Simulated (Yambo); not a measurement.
Yambo run on CO₂ (space group Cmce, No. 64). The wavefunctions come from this Quantum ESPRESSO step (PBEsol, PseudoDojo standard norm-conserving files, scalar-relativistic):

```
&CONTROL
  calculation = 'nscf'
  pseudo_dir = './pseudo'
  outdir = './out'
/
&SYSTEM
  ibrav = 0
  nat = 6
  ntyp = 2
  ecutwfc = 84.0
  ecutrho = 336.0
  occupations = 'fixed'
  force_symmorphic = .true.
  nbnd = 154
/
&ELECTRONS
  conv_thr = 6.000000000000001e-09
  diago_full_acc = .true.
  diago_thr_init = 1e-08
/
ATOMIC_SPECIES
C 12.0110 C.upf
O 15.9990 O.upf
CELL_PARAMETERS angstrom
  2.635910000000  -2.387380000000   0.000000000000
  2.635910000000   2.387380000000   0.000000000000
  0.000000000000   0.000000000000   6.587170000000
ATOMIC_POSITIONS crystal
C   0.000000000000   0.000000000000   0.000000000000
C   0.500000000000   0.500000000000   0.500000000000
O   0.806510000000   0.193490000000   0.891840000000
O   0.193490000000   0.806510000000   0.108160000000
O   0.693490000000   0.306510000000   0.391840000000
O   0.306510000000   0.693490000000   0.608160000000
K_POINTS automatic
4 4 2 0 0 0
```

Yambo input:

```
rim_cut
gw0
dyson
el_el_corr
HF_and_locXC
ppa
em1d
RandQpts= 1000000
RandGvec= 1 Ry
EXXRLvcs= 84 Ry
VXCRLvcs= 336 Ry
Chimod= "HARTREE"
% BndsRnXp
 1 | 153 |
%
NGsBlkXp= 8 Ry
% LongDrXp
 1.0 | 1.0 | 1.0 |
%
PPAPntXp= 27.2114 eV
% GbndRnge
 1 | 153 |
%
GTermKind= "BG"
DysSolver= "n"
ExtendOut
% QPkrange
 1 | 1 | 16 | 17 |
 2 | 2 | 16 | 17 |
 5 | 5 | 16 | 17 |
 6 | 6 | 16 | 17 |
 13 | 13 | 16 | 17 |
 14 | 14 | 16 | 17 |
%
```

k points by index: 1 = Γ, 2 = (0, 0, -0.5), 5 = (0, -0.5, 0), 6 = (0, -0.5, -0.5), 13 = (-0.5, -0.5, 0), 14 = (-0.5, -0.5, -0.5).

The o-*.qp file then holds:

```
#    K-point    Band    Eo [eV]    E [eV]    E-Eo [eV]    Vxc [eV]    Vnlxc [eV]    Sc|Eo [eV]    Sc|E [eV]    dSc/dw|Eo [eV]    Re(Z)    Im(Z)
#
    1    16    -0.560817    -2.852697    -2.291880    -19.20152    -24.72525    2.770665    3.231845    -5.475338    0.832489    -0.001024
    1    17    6.581838    8.038713    1.456875    -10.42429    -5.741835    -3.038519    -3.225584    -3.493825    0.886213    -0.658244E-3
    2    16    -0.729021    -3.050053    -2.321031    -18.83054    -24.38217    2.765966    3.230597    -5.447043    0.833211    -0.989216E-3
    2    17    7.434510    10.34982    2.915314    -15.59268    -9.697495    -2.489675    -2.979876    -4.575403    0.856059    -0.812703E-3
    5    16    -0.285673    -2.507448    -2.221775    -19.55187    -24.96790    2.746503    3.194256    -5.483685    0.832277    -0.936544E-3
    5    17    7.562122    10.45806    2.895943    -15.48554    -9.543528    -2.561122    -3.046071    -4.556668    0.856564    -0.808384E-3
    6    16    -0.244486    -2.455183    -2.210697    -19.61513    -25.00864    2.737138    3.182809    -5.485537    0.832230    -0.944486E-3
    6    17    7.634401    10.58680    2.952398    -15.73877    -9.730715    -2.554784    -3.055661    -4.616184    0.854960    -0.001577
    13    16    0.000000    -2.140857    -2.140857    -19.99928    -25.30078    2.726748    3.160638    -5.514754    0.831487    -0.915557E-3
    13    17    7.765508    10.71261    2.947102    -15.94494    -9.944551    -2.549408    -3.053292    -4.652370    0.853991    -0.952184E-3
    14    16    -0.302610    -2.518019    -2.215409    -19.42029    -24.81508    2.733327    3.179382    -5.478593    0.832407    -0.926539E-3
    14    17    8.346388    11.47761    3.131227    -16.68139    -10.25812    -2.735293    -3.292045    -4.838410    0.849034    0.840119E-3
```
(The two width columns are left out.) Convergence of these settings isn't established.

Geometry of the Materials Project entry, not relaxed at this level.

The structure is a Materials Project entry; no match was found in the copy of COD used, and its stability was not checked.

The distance between layers or molecules is the database entry's, not relaxed here. Functionals without dispersion can leave it too large, which widens gaps and weakens the response across layers: the numbers belong to this cell.
